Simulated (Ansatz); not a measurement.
BaTiO3 (cubic perovskite, Pm-3m), a = 4.0193 Å, b = 4.0193 Å, c = 4.0193 Å, α = 90.00°, β = 90.00°, γ = 90.00°.

Relaxed with PBE.

Problem. Give the optical modes at the zone centre with their infrared and Raman activity from DFPT, plane-wave PAW PBE (Ansatz code).

Solution. Transverse frequencies, without the LO–TO term; a row sums one degenerate level.

| ω (cm⁻¹) | degeneracy | IR ((D/Å)²/amu) | Raman (Å⁴/amu) | activity | symmetry |
|---|---|---|---|---|---|
| 244i | 3 | 260.67 | 0 | IR | T1u |
| 164 | 3 | 7.40 | 0 | IR | T1u |
| 280 | 3 | 0.00 | 0 | silent | T2u |
| 454 | 3 | 3.41 | 0 | IR | T1u |

Problem. How high does the top mode go among those that the LO–TO term moves?

Solution. 628 cm⁻¹ for q along x.

This is a known high-temperature phase of the composition, computed here at zero pressure and temperature. Symmetry was held in the PBE relaxation. At this level the phase is dynamically unstable (imaginary phonons). No spin polarisation was allowed. Spin–orbit coupling is left out wherever it is not named.

Potentials: the later of the program's two PAW sets.
